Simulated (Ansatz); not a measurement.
**NiS: computed property card**

NiS:
```xyz
4
Lattice="3.4664 0.0000 0.0000 -1.7332 3.0020 0.0000 0.0000 0.0000 5.3955" Properties=species:S:1:pos:R:3 pbc="T T T"
Ni     0.0000     0.0000     0.0000
Ni     0.0000     0.0000     2.6977
S      0.0000     2.0013     1.3489
S      1.7332     1.0007     4.0466
```
The run is spin-polarised; directions of the spins, atom by atom: ↑ ↓ 0 0.

Space group P6_3/mmc (No. 194), NiAs type; conventional cell a = 3.4664 Å, b = 3.4664 Å, c = 5.3955 Å, α = 90.00°, β = 90.00°, γ = 120.00°.

Method: r²SCAN (plane waves, PAW; program Ansatz). Structure relaxed to zero pressure with the same functional. Other levels are named where they apply.

**Cell and energy**

- Volume per atom: 14.04 Å³
- Density: 5.37 g/cm³
- Formation energy from the elements (no fitted shifts): -0.49 eV/atom

**Electronic structure**

Band gap: 0.67 eV (indirect)
Valence-band maximum: at A
Conduction-band minimum: off the standard path, at k = (0.000, 0.250, -0.385) in fractions of the reciprocal vectors
Smallest direct gap on the standard path: 1.06 eV
Electron effective mass: 0.40, 0.76, 1.1 mₑ (principal values)

**Magnetism**

- Magnetic order: antiferromagnetic
- Net moment: 0.00 μB per atom

**Mechanics**

Bulk modulus (Birch–Murnaghan fit): 113 GPa
Pressure derivative B′: 4.2
Mechanical stability: stable (all eigenvalues of C positive)
Hill bulk and shear moduli: 113 and 51.1 GPa
Young's modulus: 133 GPa
Poisson's ratio: 0.30
Debye temperature from the elastic constants: 425 K

**Charges**

Bader charges: Ni +0.81, S -0.81 e

The measured cell (COD 9009240, doi:10.1103/PhysRevB.2.2859; 300 K, pressure taken as ambient) has 13.71 Å³ per atom; the computed volume differs by 2.4 %, which includes thermal expansion and zero-point motion.

The workflow started from an entry of the Crystallography Open Database (COD, 300 K), which files this formula under 3 space groups. Its standing as an ambient phase is unchecked. The r²SCAN relaxation kept the symmetry of its start, as lowered by the spin order; its stability against distortions is not shown here. Spin order of the final state: antiferromagnetic, chosen from 5 collinear starts compared on coarse meshes (ties went to the first, and starts can fall back to one state), not a proven ground state. Other orbital occupations within this spin state were not tried. No Hubbard U is applied. Point labels and valley counts follow the cell and symmetry of the run, lower than the named group. The references are the lowest solids computed at this level, not always the standard phases.

Potentials: the later of the program's two PAW sets.
